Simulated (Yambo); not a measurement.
```xyz
2
Lattice="0.0000 3.1723 3.1723 3.1723 0.0000 3.1723 3.1723 3.1723 0.0000" Properties=species:S:1:pos:R:3 pbc="T T T"
Cl     3.1723     3.1723     3.1723
Rb     6.3446     6.3446     6.3446
```

RbCl (rock salt, space group Fm-3m, No. 225) under isotropic strain of -3 % on all lattice vectors: mean Im ε in 1 eV windows above the direct gap of 8.20 eV, for different electron-hole kernels (Yambo, broadening 0.15 eV, PBEsol (pw.x of Quantum ESPRESSO, ONCV potentials, scalar-relativistic) bands; 6×6×6 mesh, 3 valence and 6 conduction bands, static screening with 32 bands and a 4 Ry block, scissor 3.01 eV, Tamm-Dancoff; field along x).

| window (eV) | independent quasiparticles | BSE |
|---|---|---|
| 8.2 to 9.2 | 0.6 | 1.8 |
| 9.2 to 10.2 | 1.6 | 1.4 |
| 10.2 to 11.2 | 2.7 | 2.9 |
| 11.2 to 12.2 | 2.2 | 2.6 |
| 12.2 to 13.2 | 2.8 | 1.3 |
| 13.2 to 14.2 | 3.3 | 0.7 |

This run doesn't resolve bound excitons or single peaks, so only averages are given, and they too depend on the mesh; weight that the attraction moves below the gap isn't listed. All transitions below 15.19 eV are in the band window. The scissor comes from a G0W0 run whose convergence isn't established.

Geometry strained from the cell relaxed with PBEsol, atoms relaxed again.
